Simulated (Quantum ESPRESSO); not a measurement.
KScS₂O₈ is taken in the monoclinic space group C2/m (No. 12), Pearson symbol mS24. Cell: a = 8.5410 Å, b = 5.3690 Å, c = 8.1828 Å, α = γ = 90.00°, β = 94.65°. O1 on 4i is coordinated by 1 S at 1.458 Å and 1 K at 2.974 Å and 2 K at 3.265 Å. O2 on 8j is coordinated by 1 S at 1.503 Å and 1 Sc at 2.115 Å and 1 K at 2.994 Å. O3 on 4i has 1 S at 1.490 Å and 1 Sc at 2.083 Å (bent). S on 4i is surrounded by 4 O at 1.458–1.503 Å (tetrahedral). K on 2c sees 6 O at 2.974–2.994 Å and 4 O at 3.265 Å. Sc on 2a is surrounded by 6 O at 2.083–2.115 Å (octahedral). (Neighbours: up to the widest gap in distance over summed covalent radii, below 1.35, at either atom; cation-cation contacts left out.)
(The calculation used a cell of 12 atoms; values per cell refer to that cell.)

The geometry is that of Materials Project entry mp-1211342, symmetrised and not relaxed again.

**Question.** What does LDA (pw.x of Quantum ESPRESSO, ONCV potentials, no spin-orbit coupling) give for the electronic structure near the Fermi level?

**Answer.** The LDA gap is direct, 4.19 eV at Y. Another valence and conduction extremum on the path lies within 0.02 eV, too close to call. 

The structure is a Materials Project entry; no match was found in the copy of COD used, and its stability was not checked.
